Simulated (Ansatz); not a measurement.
**SrPd$_{5}$: pressure against volume**

SrPd$_{5}$, P6/mmm, a = 5.410 Å, c = 4.392 Å. The structure is a COD entry; whether it is the stable form wasn't checked. Ansatz: r2SCAN, PAW, 500 eV, Γ-centred 9×9×8 mesh on 6 atoms, Gaussian smearing 0.10 eV; no spin polarisation. Shape and atoms are relaxed at each volume; pressure is positive in compression.

| V (Å³/atom) | P (GPa) |
| --- | --- |
| 17.444 | ? |
| 18.000 | 3.93 |
| 18.557 | -0.01 |
| 19.114 | -3.27 |
| 19.671 | -5.95 |

Problem. Take V0 = 18.557 Å³/atom, count pressures from its P0 = -0.01 GPa, fit the third-order Birch–Murnaghan form to the other rows, and predict the missing pressure.

Solution. With the Eulerian strain f = ½[(V0/V)^(2/3) − 1] and y = (P − P0)/[3f(1 + 2f)^(5/2)], the form is the line y = B0 + 1.5 B0 (B0′ − 4) f. Rows (f, y): 0.01026, 121.7; -0.00976, 117.0; -0.01906, 114.5. Means f = -0.006187, y = 117.73; Σ(Δf)² = 0.0004490, ΣΔfΔy = 0.1095; the slope is their ratio. y = 119.2 + 243.8 f GPa, so B0 = 119.2 GPa and B0′ = 4 + 2 × (243.8)/(3 × 119.2) = 5.36. At V = 17.444, f = 0.02105, y = 124.33 and P = 8.69 GPa. The run gave 8.66 GPa, so the fit is 0.03 GPa too high, a small miss on the scale of the series. The form still works here, 33 % of the fitted range beyond its end.

Cost: 5 runs of about 14 core-minutes in all, on Arm Neoverse V2 (shared hosts).